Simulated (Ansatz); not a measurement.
BP:
Space group F-43m (No. 216); a = 4.5364 Å, b = 4.5364 Å, c = 4.5364 Å, α = 90.00°, β = 90.00°, γ = 90.00°

```csv
atom,site,symmetry,x,y,z
B,4d,-43m,0.7500,0.7500,0.7500
P,4b,-43m,0.5000,0.5000,0.5000
```
(The calculation used a cell of 2 atoms; values per cell refer to that cell.)

Relaxed with r²SCAN.

**Question.** Decompose the optical modes at the zone centre into irreducible representations, and say which are infrared and Raman allowed.

**Answer.** Point group -43m: Γ_opt = T2. Infrared: T2. Raman: T2.

**Question.** Assign frequencies (DFPT, plane-wave PAW r²SCAN (Ansatz code); without the LO–TO term).

**Answer.** T2 819 cm⁻¹.

The cell was relaxed with r²SCAN under the symmetry of its start; phonons on a q-mesh show no instability. The volume moved by 17 % from the start of the relaxation.

Potentials: the later of the program's two PAW sets.
